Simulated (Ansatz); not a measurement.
Cl:
```cif
data_Cl8
_chemical_formula_sum 'Cl8'
_space_group_name_H-M_alt 'Cmce'
_space_group_IT_number 64
_space_group_name_Hall '-C 2ac 2'
_cell_length_a 6.58994
_cell_length_b 4.07213
_cell_length_c 8.09142
_cell_angle_alpha 90.000
_cell_angle_beta 90.000
_cell_angle_gamma 90.000
loop_
_atom_site_label
_atom_site_type_symbol
_atom_site_symmetry_multiplicity
_atom_site_Wyckoff_symbol
_atom_site_fract_x
_atom_site_fract_y
_atom_site_fract_z
_atom_site_occupancy
Cl1 Cl 8 f 0.00000 0.37555 0.10888 1
```
(The calculation used a cell of 4 atoms; values per cell refer to that cell.)

This is the PBE+D3(BJ)-relaxed structure.

Q: All from PBE+D3(BJ) in the plane-wave PAW code Ansatz, unless another level is named. Predict the band gap.

A: 2.19 eV (direct).

Q: Give the valence-band maximum.

A: at Γ.

The cell was relaxed with PBE+D3(BJ) under the symmetry of its start. The substance is a gas or liquid at ambient conditions; this is its low-temperature solid.

Potentials: the earlier of the program's two PAW sets.
